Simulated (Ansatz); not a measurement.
Sn₄Pd (space group Ccce)

```xyz
10
Lattice="3.1903 -5.6683 0.0000 3.1903 5.6683 0.0000 0.0000 0.0000 6.3350" Properties=species:S:1:pos:R:3 pbc="T T T"
Sn     2.1159     1.4302     2.0974
Sn     4.2647    -1.4302     2.0974
Sn     2.1159    -1.4302     4.2376
Sn     4.2647     1.4302     4.2376
Sn     1.0744    -1.4302     1.0701
Sn     5.3061     1.4302     1.0701
Sn     1.0744     1.4302     5.2649
Sn     5.3061    -1.4302     5.2649
Pd     3.1903     0.0000     0.0000
Pd     0.0000     0.0000     3.1675
```

The slice is a (130) plane (indices of the conventional cell) through the point (0.295, 0.042, 0.169) (fractional), spanned by u = [001] and v = [210] in vectors of this cell: u (6.34 Å) and v (11.12 Å, at 90° to u). It covers one period; positions are fractions (u, v).

Computed with LDA (plane waves to 420 eV, PAW, scalar-relativistic; Ansatz, a quantum-chemistry and plane-wave program). k mesh 9×9×8. Inside the PAW spheres the values are not all-electron values, and peaks at nuclei hang on which shells count as valence. Sn4Pd is run without spin polarisation. Sn4Pd was relaxed with its symmetry unable to fall.

Problem. Predict the map of the electrostatic potential energy of an electron, from the cell's mean on the slice.

Solution. 
```
|xxxx  ++##****++**####++  xx|
|xx  --==    --##**++****--  |
|++****  xxxxxx==--  ..++##**|
|%%%%**  xxxxxx--..    ==##%%|
|####**--xxxx::++--  ..++##%%|
|++++**************++**####**|
|==++**##%%##==::--**####**++|
|++**##%%##--  xx  --**==--==|
|**##%%%%##..xxxxxx..--  xx::|
|****++****--  xx  ----  xx--|
|++  xx  ::++--..--****++==**|
|  xxxxxxxx==####**####%%%%##|
|  xxxxxxxx::####==..::**%%**|
|  xxxxxxxx==##==  xxxx  **##|
|++  xxxx..####--xxxxxx  **%%|
|%%**++++##@@%%++  xxxx..##@@|
|@@%%##%%@@@@@@##==..::**%%@@|
|%%%%##%%@@@@@@%%%%##%%@@@@@@|
|%%%%%%%%@@%%##**##%%@@@@@@@@|
|%%%%%%@@%%++      ++%%@@@@@@|
|++**##%%##  xxxxxx  ##@@%%**|
|xx  --##++  xxxxxx  **##--  |
|xxxx  ++**  xxxxxx  **++  xx|
|xxxxxx==##++      ==##==xxxx|
```
Scale: ten equal steps from -2.00 (start of ' ') to 6.84 (end of '@'), in the order ' .:-=+*#%@'. Values: electrostatic potential energy of an electron, from the cell's mean, in eV. The map has 14 points along u (two characters each, u = 0 at the left) and 24 along v (v = 0 in the bottom row). Points within 1 Å of a nucleus are blanked (x), as the pseudised field means little there. Values under -2 eV are set to -2. The zero, the cell's mean, hangs on the PAW cores.
